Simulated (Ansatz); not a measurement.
Consider the following.

CuCl:
```
CELL_PARAMETERS angstrom
      7.22688     0.00000     0.00000
      0.00000     3.73494     0.00000
      0.00000     0.00000     5.51527
ATOMIC_POSITIONS crystal
  Cu 0.12132 0.25000 0.03956
  Cu 0.37868 0.75000 0.53956
  Cu 0.87868 0.75000 0.96044
  Cu 0.62132 0.25000 0.46044
  Cl 0.87035 0.25000 0.72925
  Cl 0.62965 0.75000 0.22925
  Cl 0.12965 0.75000 0.27075
  Cl 0.37035 0.25000 0.77075
```

This is the PBEsol-relaxed structure. Tensor components refer to the Cartesian frame of this cell.

Problem. All from DFT-PBEsol in the program Ansatz with PAW potentials, unless another level is named. Predict the Young's modulus.

Solution. 29.3 GPa.

Problem. Predict the elastic constants (relaxed ions, GPa).

Solution. C11 = 35.1, C22 = 65.7, C33 = 27.4, C12 = 9.4, C13 = 15.9, C23 = 21.9, C44 = 13.9, C55 = 14.5, C66 = 7.5.

Problem. Give the highest zone-centre frequency (without LO–TO term).

Solution. 262 cm⁻¹.

Space group Pnma. The start of the workflow was typed in or built on a structure type; neither database checked (COD, Materials Project) lists it. It is not the phase usual at ambient conditions (space group No. 216). Symmetry was held in the PBEsol relaxation; of distortions, only those at the zone centre were tested, and some modes there are weakly imaginary. The workflow began spin-polarised and lost its moments.

Potentials: the later of the program's two PAW sets.
